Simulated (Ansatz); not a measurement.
Cr2B in space group I4/mcm (No. 140; Cr on 8h, B on 4a), plane-wave PAW r²SCAN (Ansatz code), all energies at zero smearing, with the estimated change up to a 700 eV cutoff added, with one set of potentials and settings (totals compare only within such a set). Cell of 6 atoms (4 Cr, 2 B): -13845.275 eV.

```tsv
element	reference phase	E (eV/atom)
Cr	Im-3m, 2 atoms in the cell, spin-polarised	-3382.7158
B	R-3m, 12 atoms in the cell	-156.5544
```

Formation energy per atom, worked out: (-13845.275 − 4×(-3382.7158) − 2×(-156.5544))/6 = -0.217 eV/atom (-21 kJ per mol of atoms), at 0 K, without zero-point energy or fitted corrections.

The workflow started from an entry of the Crystallography Open Database (COD). Whether it is the stable phase at ambient conditions was not checked. The cell was relaxed with r²SCAN under the symmetry of its start; its stability against distortions is not shown here. The workflow began spin-polarised and lost its moments. The references are the lowest solids computed at this level, not always the standard phases.

Potentials: the later of the program's two PAW sets.
